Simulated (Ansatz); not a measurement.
## rocksalt-structured FeSb

Computed with Ansatz (plane waves, PAW, 420 eV cutoff): PBEsol, scalar-relativistic, collinear spin, Γ-centred 10×10×10 mesh, 0.05 eV Gaussian smearing. The datasets are Ansatz's generated set soft_2.

```
CELL_PARAMETERS angstrom
0.00000 2.63313 2.63313
2.63313 0.00000 2.63313
2.63313 2.63313 0.00000
ATOMIC_POSITIONS crystal
Fe 0.50000 0.50000 0.50000
Sb 0.00000 0.00000 0.00000
```

The cell came from substitution into a structure type; whether the compound takes it is for experiment to say.

Magnetic state: ferromagnetic, site spin moments Fe 2.31 μB.

The cell above was scaled in volume, its shape and atoms being fixed by the lattice's symmetry. Energies are counted from the cell above.

```json
{"V (Å³/atom)": "17.53", "ΔE (meV/atom)": "8.2", "P (GPa)": "3.2", "largest moment (μB)": "2.08"}
{"V (Å³/atom)": "17.89", "ΔE (meV/atom)": "2.6", "P (GPa)": "2.1", "largest moment (μB)": "2.27"}
{"V (Å³/atom)": "18.26", "ΔE (meV/atom)": "0.0", "P (GPa)": "0.0", "largest moment (μB)": "2.31"}
{"V (Å³/atom)": "18.62", "ΔE (meV/atom)": "2.5", "P (GPa)": "-2.0", "largest moment (μB)": "2.34"}
{"V (Å³/atom)": "18.99", "ΔE (meV/atom)": "9.0", "P (GPa)": "-3.5", "largest moment (μB)": "2.40"}
```

Can a bulk modulus be trusted from these points?

No. The energies are smooth (scatter 0.15 meV/atom), but the fit's B0′ of -7.0 is out of the usual range: the curve is too flat or too lopsided over this range, or mesh noise enters, and a third-order form can't fix it.

The moment grows with the volume: wider spacing narrows the bands, and exchange then polarises them more fully.

Scalar-relativistic only: spin–orbit splittings of the heavy atoms' levels are missing. Site moments are of spin, integrated over atomic spheres. Only parallel moments were tried, so the real magnetic order may be another. The run is a metal.
